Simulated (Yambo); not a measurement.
G0W0@PBE for InP (zinc blende, space group F-43m, No. 216) in Yambo (4×4×4 mesh, 15 Ry block, plasmon pole, screening fixed), without a terminator:

```tsv
bands N in G	gap Γ → Γ (eV)	shift of the valence edge (eV)
76	1.320	-0.506
139	1.347	-0.660
225	1.360	-0.719
```

Task: Extrapolate both columns to infinite N with E(N) = E∞ + A/N, test the form, and compare with the terminator.

Result: From two points, E∞ = (N2 E2 − N1 E1)/(N2 − N1). The two largest N give 1.38 eV for the gap and -0.81 eV for the shift; the two smallest give 1.38 eV and -0.85 eV. For the gap the slopes A are -4.5 and -4.7 eV: the 1/N form holds. For the shift the slopes A are 26 and 21 eV: the form isn't reached, and its limit is uncertain. With the Bruneval-Gonze terminator and 225 bands the run gives 1.37 eV and -0.76 eV, 0.02 eV and 0.06 eV from the extrapolated values: the terminator too is an estimate of the remainder. Block, mesh and the bands in W are held fixed.

Spin-orbit coupling is not included.

Geometry relaxed with PBEsol; primitive cell a = 4.159 Å, b = 4.159 Å, c = 4.159 Å, α = 60.00°, β = 60.00°, γ = 60.00°.

A shift is the quasiparticle energy of the state minus its PBE energy.

The potentials are those of PseudoDojo's stringent table.
